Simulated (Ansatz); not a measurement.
Ta:
```
CELL_PARAMETERS angstrom
      2.88976     0.00000     0.00000
     -1.44488     2.50260     0.00000
      0.00000     0.00000     5.11370
ATOMIC_POSITIONS crystal
  Ta 0.33333 0.66667 0.75000
  Ta 0.66667 0.33333 0.25000
```

Relaxed with r²SCAN. Special points in fractions of this cell's reciprocal vectors: Γ (0.000, 0.000, 0.000); M (0.500, 0.000, 0.000); K (0.333, 0.333, 0.000); A (0.000, 0.000, 0.500); L (0.500, 0.000, 0.500); H (0.333, 0.333, 0.500).

Problem. List the band energies nearest the Fermi level at these points for plane-wave PAW r²SCAN (Ansatz code).

Solution. In eV from the Fermi level; about four levels below and three above (degenerate sets whole), none deeper than 8.9 eV; points with the same levels are listed once.

```tsv
k	below	above
Γ	-8.67 -5.18 -0.53 -0.25	0.69 0.69 1.30 1.30
M	-4.09 -3.52 -0.62 -0.30	0.57 1.01 6.05
K	-2.13 -2.13 -1.83 -0.51 -0.51	1.18 4.34 4.34
A	-6.71 -6.71 -1.27 -1.27	0.74 0.74 0.74 0.74
L	-4.57 -4.57 -2.41 -2.41	1.46 1.46 2.87 2.87
H	-2.12 -2.12 -0.72 -0.72	1.72 1.72 5.50 5.50
```

Space group P6_3/mmc (hcp (Mg type)). The start of the workflow was typed in or built on a structure type; the Crystallography Open Database copy checked does not list it. It is not the phase usual at ambient conditions (space group No. 229). The cell was relaxed with r²SCAN under the symmetry of its start; whether a distortion lowers the energy is not shown. The run is not spin-polarised. Spin–orbit coupling is left out wherever it is not named.

Potentials: the earlier of the program's two PAW sets.
